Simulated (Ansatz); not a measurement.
## ZrS$_{2}$: from a starting cell to a relaxed one

The start is a generated cell, ZrS2 built in the anatase structure type. A full variable-cell relaxation at zero pressure is run with PBEsol (plane waves to 420 eV, PAW, scalar-relativistic; Ansatz, a first-principles code). The first steps use a coarse 7×7×7 k-mesh.

Starting cell:
```yaml
crystal:
  lattice:
    - [-2.44732, 2.44732, 6.15160]
    - [2.44732, -2.44732, 6.15160]
    - [2.44732, 2.44732, -6.15160]
  atoms:
    - { symbol: Zr, position: [0.50000, 0.50000, 0.00000] }
    - { symbol: Zr, position: [0.25000, 0.75000, 0.50000] }
    - { symbol: S, position: [0.29190, 0.29190, 0.00000] }
    - { symbol: S, position: [0.04190, 0.54190, 0.50000] }
    - { symbol: S, position: [0.45810, 0.95810, 0.50000] }
    - { symbol: S, position: [0.70810, 0.70810, 0.00000] }
```

Which atoms feel the largest initial force, and how large is it?

0.07 eV/Å, on S3, S4, S5, S6 (atoms numbered as listed).

How much energy is released per atom?

0.04 eV/atom.

How does the volume change?

-6.4 %, from 24.56 to 22.99 Å³/atom.

How do the shortest distances between atoms change?

The closest pairs of elements (up to four, under 3.6 Å), start → end: S–Zr 2.50 → 2.53 Å; S–S 3.19 → 3.44 Å.

What band gap does the relaxed structure have at this level?

0.15 eV, indirect (valence top at X, conduction bottom at Γ) (no spin-orbit coupling).

What does it relax into? Give the structure.


```cif
data_S8Zr4
_chemical_formula_sum 'Zr4 S8'
_space_group_name_H-M_alt 'I41/amd :1'
_space_group_IT_number 141
_space_group_name_Hall 'I 4bw 2bw -1bw'
_cell_length_a 5.04471
_cell_length_b 5.04471
_cell_length_c 10.84232
_cell_angle_alpha 90.000
_cell_angle_beta 90.000
_cell_angle_gamma 90.000
loop_
_atom_site_label
_atom_site_type_symbol
_atom_site_symmetry_multiplicity
_atom_site_Wyckoff_symbol
_atom_site_fract_x
_atom_site_fract_y
_atom_site_fract_z
_atom_site_occupancy
Zr1 Zr 4 b 0.00000 0.00000 0.50000 1
S1 S 8 e 0.00000 0.00000 0.26693 1
```
(The calculation used a cell of 6 atoms; values per cell refer to that cell.)

The space group stays I4₁/amd (No. 141) (the run could not lower it); the end is anatase type, with 6 atoms in the primitive cell. Final values are on a 9×9×9 k-mesh of the relaxed cell. No spin polarisation in the result.

The run could not lose the symmetry of its start: the end is stationary, and may be a saddle point rather than a minimum.

The relaxed structure here is a generated cell of ZrS2: the first start was made by placing the elements on the sites of a structure type, and the end was not matched to a known phase here, so it may be hypothetical. Known forms of ZrS2 include space group No. 164.
